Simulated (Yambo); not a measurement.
Yambo run on SnS₂ (CdI2 type, space group P-3m1, No. 164). The wavefunctions are norm-conserving PBE (stringent potentials; Quantum ESPRESSO, 102 Ry, no spin-orbit coupling) ones on a 6×6×2 mesh (17 occupied bands); a = b = 3.6707 Å, c = 5.7993 Å, α = β = 90.00°, γ = 120.00°.

Yambo input:

```
rim_cut
gw0
dyson
el_el_corr
HF_and_locXC
ppa
em1d
RandQpts= 1000000
RandGvec= 1 Ry
EXXRLvcs= 102 Ry
VXCRLvcs= 408 Ry
Chimod= "HARTREE"
% BndsRnXp
 5 | 59 |
%
NGsBlkXp= 6 Ry
% LongDrXp
 1.0 | 1.0 | 1.0 |
%
PPAPntXp= 27.2114 eV
% GbndRnge
 1 | 59 |
%
GTermKind= "none"
DysSolver= "n"
ExtendOut
% QPkrange
 1 | 1 | 17 | 18 |
 8 | 8 | 18 | 18 |
%
```

k points by index: 1 = Γ, 8 = L.

Resulting energies as the program prints them:

```
#    K-point    Band    Eo [eV]    E [eV]    E-Eo [eV]    Vxc [eV]    Vnlxc [eV]    Sc|Eo [eV]    Sc|E [eV]    dSc/dw|Eo [eV]    Re(Z)    Im(Z)
#
    1    17    0.000000    -0.170304    -0.170304    -13.53760    -16.32320    2.564943    2.615295    -8.039938    0.771922    -0.001585
    1    18    1.680048    2.483019    0.802971    -13.12905    -9.489663    -2.638201    -2.836420    -6.716682    0.802030    -0.001216
    8    18    1.360515    2.118744    0.758229    -12.87469    -9.519375    -2.402668    -2.597086    -6.976548    0.795933    -0.001409
```
(The two width columns are left out.) Convergence of these settings isn't established.

Geometry relaxed with PBE+D3(BJ).
